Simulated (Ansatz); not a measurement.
What a trial cell of Ca₃GeBiH₄ relaxes into

Method: Ansatz 0.2.0, DFT PBE, scalar-relativistic, plane waves, PAW. Cutoff 420 eV, Gaussian smearing, Γ-centred meshes. Cell and atoms relax first on a coarse mesh and then on a finer one. In between, the cell is made exact in the group found at 0.06 Å. In metals the finer mesh still leaves noise of several meV/atom or more. The steps can't lower the symmetry of their start. No spin polarisation.

The guess for Ca₃GeBiH₄ was made by a generator: random cell by space group and Wyckoff sites (P6/mmm, No. 191). The dimensions are guesses.

```
Ca Ge Bi H
1.0
     6.24658    0.00000    0.00000
    -3.12329    5.40969    0.00000
     0.00000    0.00000    4.56889
Ca Ge Bi H
3 1 1 4
Direct
  0.50000 0.00000 0.50000
  0.00000 0.50000 0.50000
  0.50000 0.50000 0.50000
  0.00000 0.00000 0.00000
  0.00000 0.00000 0.50000
  0.33333 0.66667 0.50000
  0.66667 0.33333 0.50000
  0.33333 0.66667 0.00000
  0.66667 0.33333 0.00000
```

Energies over the elements count from the elements' standard structures at the same level (H₂ as a molecule), with no fitted energy shifts.

Question: Where does the relaxation end?

Answer: The symmetry stays P6/mmm (No. 191). The volume per atom grows by 45.9 %, from 17.2 to 25.0 Å³. The shortest distance goes from 1.80 Å (Ca–H) to 2.04 Å (Ca–H). The energy falls by about 0.46 eV/atom (the start's value is from the coarse mesh). Conventional cell: a = 7.083 Å, c = 5.184 Å. Around Ca lie 2 H at 2.04 Å, 4 H at 3.30 Å, 2 Bi at 3.54 Å and 4 Ca at 3.54 Å; Ge is surrounded by 2 Bi at 2.59 Å; Bi has 2 Ge at 2.59 Å and 6 Ca at 3.54 Å; around H on its first site lie 3 Ca at 2.04 Å and 2 H at 2.59 Å; H on its second site is surrounded by 2 H at 2.59 Å (long contacts).

```yaml
crystal:
  lattice:
    - [7.08306, 0.00000, 0.00000]
    - [-3.54153, 6.13411, 0.00000]
    - [0.00000, 0.00000, 5.18403]
  atoms:
    - { symbol: Ca, position: [0.50000, 0.00000, 0.50000] }
    - { symbol: Ca, position: [0.00000, 0.50000, 0.50000] }
    - { symbol: Ca, position: [0.50000, 0.50000, 0.50000] }
    - { symbol: Ge, position: [0.00000, 0.00000, 0.00000] }
    - { symbol: Bi, position: [0.00000, 0.00000, 0.50000] }
    - { symbol: H, position: [0.33333, 0.66667, 0.50000] }
    - { symbol: H, position: [0.66667, 0.33333, 0.50000] }
    - { symbol: H, position: [0.33333, 0.66667, 0.00000] }
    - { symbol: H, position: [0.66667, 0.33333, 0.00000] }
```

Question: How does it come out in energy, and is it a metal?

Answer: The formation energy is +0.14 eV/atom and the gap on the 6×6×8 mesh of the 9-atom cell is 0 eV (a metal).

A positive value: parting into the elements would lower its energy.

The last run used Gaussian smearing of 0.10 eV. These runs have no spin–orbit coupling, which can matter for Bi. The cell is a metal run without spin; a magnetic state may lie lower. With hydrogen, zero-point motion can shift formation energies by some tens of meV/atom. Symmetry constrained the relaxation, so the result can be a saddle point. In all, the 3 runs took 2.6 min on 1 thread of Arm Neoverse V1 (shared host).
